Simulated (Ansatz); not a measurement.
**What DFT gives for RhS₂**

```
CELL_PARAMETERS angstrom
5.57430 0.00000 0.00000
0.00000 5.57430 0.00000
0.00000 0.00000 5.57430
ATOMIC_POSITIONS crystal
Rh 0.00000 0.00000 0.00000
Rh 0.50000 0.00000 0.50000
Rh 0.50000 0.50000 0.00000
Rh 0.00000 0.50000 0.50000
S 0.38400 0.38400 0.38400
S 0.11600 0.61600 0.88400
S 0.88400 0.11600 0.61600
S 0.61600 0.88400 0.11600
S 0.61600 0.61600 0.61600
S 0.88400 0.38400 0.11600
S 0.11600 0.88400 0.38400
S 0.38400 0.11600 0.88400
```

Single point in Ansatz 0.2.0 with r2SCAN, no spin polarisation. Cutoff 500 eV, PAW datasets, 6×6×6 Γ-centred k mesh, cold filling (width 0.2038 eV).

Task: What happens at the Fermi level?

Result: It is a metal, with about 9 states/eV a cell as the mean within 0.25 eV of the Fermi level, mostly Rh d (46 %) and S p (39 %).

Task: Give the Bader charges.

Result: Bader charges in e: Rh +0.50, S -0.25. In the mean Rh gives up most and S takes most.

Task: What is the formation energy?

Result: -0.42 eV an atom against the elements' usual phases (free molecules for gases, crystals otherwise, with no correction for O₂ or N₂), so it is bound against them; other compounds may still compete. Relaxing would lower it.

Task: Which atom feels the largest force, and which way?

Result: The largest is on S8 (and as large on other atoms): 0.10 eV/Å, components (-0.06, 0.06, -0.06). It makes 0° with the line to a nearest neighbour, S12 at 2.24 Å, pointing towards it.

Task: What does the stress say?

Result: The pressure is 13.9 GPa (compression positive), so with the atoms held at these fractions the cell would first expand.

Origin: a database entry at a rescaled volume. Caveats: many states at the Fermi level without spin polarisation, so a magnetic state may lie lower; atoms or cell far from equilibrium; wide smearing.
